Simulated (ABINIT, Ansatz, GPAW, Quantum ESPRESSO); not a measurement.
**Mg3ZnC: programs and potentials compared**

```
Zn Mg C
1.0
     4.40693    0.00000    0.00000
     0.00000    4.40693    0.00000
     0.00000    0.00000    4.40693
Zn Mg C
1 3 1
Direct
  0.01440 0.00033 0.00425
  0.50443 0.00538 0.49590
  0.50987 0.50120 0.00169
  0.99869 0.49671 0.50050
  0.51042 0.50384 0.50644
```

The cell comes from a database or a generator and needn't be the stable form of this composition.

Atoms were shifted at random by some hundredths of an Å from the given cell, which wasn't relaxed again for these runs.

Alike in all runs: task single point; functional PBE; k mesh 6 × 6 × 6; occupations fermi-dirac, width 0.05 eV; no spin polarisation; no spin-orbit coupling. Pressure is positive in compression and, in plane waves, holds the error of the finite cutoff, which Ansatz's Pulay term estimates and takes out.

```csv
program and potentials,plane-wave cutoff (eV),notes,band gap (eV),pressure (GPa),largest force (eV/Å),energy over the undisturbed cell (meV/atom)
"Ansatz, Ansatz PAW",420,9.2 valence electrons an atom on average; Pulay term of +0.08 GPa included,no gap,-0.10,0.540,3.95
"GPAW, GPAW PAW data sets (gpaw-data 1.2.1)",800,9.2 valence electrons an atom on average,no gap,-0.18,0.544,-
"Quantum ESPRESSO, SSSP 1.3 efficiency PBE",748,6 valence electrons an atom on average,no gap,-0.24,0.546,4.01
"ABINIT, JTH PAW PBE v2.0",599,9.2 valence electrons an atom on average,no gap,-0.12,0.540,3.87
```

Force on atom 4 (Mg), eV/Å:

```tsv
program and potentials	x	y	z
Ansatz, Ansatz PAW	0.531	0.087	0.037
GPAW, GPAW PAW data sets (gpaw-data 1.2.1)	0.536	0.087	0.037
Quantum ESPRESSO, SSSP 1.3 efficiency PBE	0.538	0.088	0.037
ABINIT, JTH PAW PBE v2.0	0.532	0.084	0.035
```

None finds a gap. The pressure spans -0.24 (Quantum ESPRESSO, SSSP 1.3 efficiency PBE) to -0.10 GPa (Ansatz, Ansatz PAW).

The functional is the same throughout but for its coding, so the spread measures potentials, basis and numerics; runs on potential files found faulty are left out.
